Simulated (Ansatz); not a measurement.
A geometry of Zr away from equilibrium: the start of the relaxation of a generated cell, Zr placed in the AFLOW prototype A_cI16_220_c (as in Li). These are r2SCAN (plane waves to 500 eV, PAW, scalar-relativistic; Ansatz, a first-principles code) values and carry that method's errors. Γ-centred k-mesh 7×7×7 on the run's cell (coarser than for final values), Fermi–Dirac smearing 0.05 eV.

```xyz
8
Lattice="-3.5957 3.5957 3.5957 3.5957 -3.5957 3.5957 3.5957 3.5957 -3.5957" Properties=species:S:1:pos:R:3 pbc="T T T"
Zr     1.4455     1.4455     1.4455
Zr    -1.4455     2.1502     1.4455
Zr     2.1502     1.4455    -1.4455
Zr     1.4455    -1.4455     2.1502
Zr     3.2433     3.2433     3.2433
Zr     0.3524     3.9481    -0.3524
Zr     3.9481    -0.3524     0.3524
Zr    -0.3524     0.3524     3.9481
```

Question: Predict the force on each atom, in eV/Å.

Answer: 
| atom | Fx | Fy | Fz |
|---|---|---|---|
| Zr1 | 0.88 | 0.88 | 0.88 |
| Zr2 | -0.88 | -0.88 | 0.88 |
| Zr3 | -0.88 | 0.88 | -0.88 |
| Zr4 | 0.88 | -0.88 | -0.88 |
| Zr5 | 0.88 | 0.88 | 0.88 |
| Zr6 | -0.88 | -0.88 | 0.88 |
| Zr7 | -0.88 | 0.88 | -0.88 |
| Zr8 | 0.88 | -0.88 | -0.88 |

Question: What is the pressure?

Answer: +2.5 GPa, compression positive.

No spin polarisation in the result.

The run could not lose the symmetry of its start, so the end can be a saddle point.

The end of the path is a generated cell of Zr: the first start was made by placing the elements on the sites of a structure type, and the end was not matched to a known phase here, so it may be hypothetical. Known forms of Zr include space group No. 194.
